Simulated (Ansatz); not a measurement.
LiNbO3 (LiNbO3 type, space group R3c)

Space group R3c, hexagonal axes (No. 161); a = 5.135 Å, b = 5.135 Å, c = 13.825 Å, α = 90.00°, β = 90.00°, γ = 120.00°

| atom | site | symmetry | x | y | z |
|---|---|---|---|---|---|
| Li | 6a | 3. | 0.0000 | 0.0000 | 0.2974 |
| Nb | 6a | 3. | 0.0000 | 0.0000 | 0.0150 |
| O | 18b | 1 | 0.0467 | 0.3440 | 0.0793 |
(The calculation used a cell of 10 atoms; values per cell refer to that cell.)

The volume is varied about the relaxed value V₀ at fixed cell shape. The atoms relax within the cell's symmetry.

Calculation: PBEsol (plane waves to 420 eV, PAW, scalar-relativistic; Ansatz, an electronic-structure program). k mesh 8×8×8 (Γ-centred), Fermi-Dirac smearing 0.05 eV. The energy includes the smearing's −TS. Compression counts positive. The points do not follow one Birch-Murnaghan curve well, so no fit is quoted. LiNbO3 is run without spin polarisation. LiNbO3 was relaxed with its symmetry unable to fall. ΔE is measured from the relaxed starting cell.

| V/V₀ | ΔE (meV/atom) | P (GPa) |
|---|---|---|
| 0.840 | 130.4 | 28.4 |
| 0.872 | 78.8 | 20.9 |
| 0.904 | 41.7 | 14.5 |
| 0.936 | 17.5 | 8.8 |
| 0.968 | 4.1 | 4.0 |
| 1.000 | 0.0 | 0.0 |
| 1.032 | 3.6 | -3.3 |
| 1.064 | 13.3 | -5.8 |
| 1.096 | 27.6 | -7.7 |
| 1.128 | 44.9 | -8.7 |
| 1.160 | 63.6 | -9.0 |

What the scan shows:

```
Item                                            Result
--------------------------------------  --------------
Pressure at the smallest volume               28.4 GPa
Energy cost of the largest compression  130.4 meV/atom
Energy cost of the largest expansion     63.6 meV/atom
```

(A scan under strain: stresses follow from slopes of the energy per volume, elastic moduli from its curvatures.)
